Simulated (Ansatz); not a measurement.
MgH2:
Space group P4₂/mnm (No. 136); a = b = 4.477 Å, c = 3.008 Å, α = β = γ = 90.00°

```csv
atom,site,symmetry,x,y,z
Mg,2a,m.mm,0.0000,0.0000,0.0000
H,4f,m.2m,0.3044,0.3044,0.0000
```

Relaxed with PBEsol.

Task: Give the optical modes at the zone centre with their infrared activity from DFPT, PBEsol (plane waves, PAW; program Ansatz).

Result: Transverse frequencies, without the LO–TO term; a row sums one degenerate level.

```csv
ω (cm⁻¹),degeneracy,IR ((D/Å)²/amu),activity,symmetry
181,1,0.00,IR-inactive,B1u
238,1,0.00,IR-inactive,B1g
298,2,1.03,IR,Eu
489,2,86.73,IR,Eu
738,1,0.00,IR-inactive,A2g
881,1,94.21,IR,A2u
989,2,0.00,IR-inactive,Eg
1122,1,0.00,IR-inactive,B1u
1208,2,90.77,IR,Eu
1310,1,0.00,IR-inactive,A1g
1473,1,0.00,IR-inactive,B2g
```

Task: How high does the top mode go among those that the LO–TO term moves?

Result: 1397 cm⁻¹ for q along x, 1397 cm⁻¹ for q along y, 1252 cm⁻¹ for q along z.

Space group P4_2/mnm (rutile). The cell was relaxed with PBEsol under the symmetry of its start; of distortions, only those at the zone centre were tested.

Potentials: the later of the program's two PAW sets.
